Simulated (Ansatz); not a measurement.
Relaxed GaAs (zinc blende):

```yaml
crystal:
  lattice:
    - [0.00000, 2.82951, 2.82951]
    - [2.82951, 0.00000, 2.82951]
    - [2.82951, 2.82951, 0.00000]
  atoms:
    - { symbol: As, position: [0.75000, 0.75000, 0.75000] }
    - { symbol: Ga, position: [0.00000, 0.00000, 0.00000] }
```

In this cell atom 2 (Ga, nearest neighbour As at 2.450 Å; its periodic images, 4.0 Å or more away, move with it) is moved by s along Cartesian z, unit vector (0.000, 0.000, 1.000); all other atoms and the cell stay fixed.

The numbers are results of PBEsol (plane waves to 420 eV, PAW, scalar-relativistic; Ansatz, a first-principles code), not measurements. k mesh 8×8×8 (Γ-centred), Fermi-Dirac smearing 0.05 eV. Energies are smeared free energies. As the smearing reaches across the gap at some points, energies and forces of such displacements shift with the k mesh and the smearing. GaAs was relaxed with its symmetry unable to fall. ΔE is measured from the undisplaced structure. The last digit holds for this mesh only.

```csv
s (Å),ΔE (meV/cell)
-0.740,1978.2
-0.592,1374.3
-0.444,827.9
-0.296,386.2
-0.148,99.3
0.000,0.0
0.148,99.3
0.296,386.2
0.444,827.9
0.592,1374.3
0.740,1978.2
```

Problem. What force constant k = d²E/ds² at s = 0 does the table give?

Solution. 9.1 eV/Å². It is the second difference of the nearest points, corrected with the next pair.

Problem. With k = 9.14 eV/Å² from the forces, is the well harmonic out to s = 0.740 Å?

Solution. ½ks² = 2503 meV/cell against the computed 1978 meV/cell, so the well is softer than harmonic there.

(A displaced cell: forces are minus the slopes of the energy, force constants its curvatures, and phonons follow from these.)
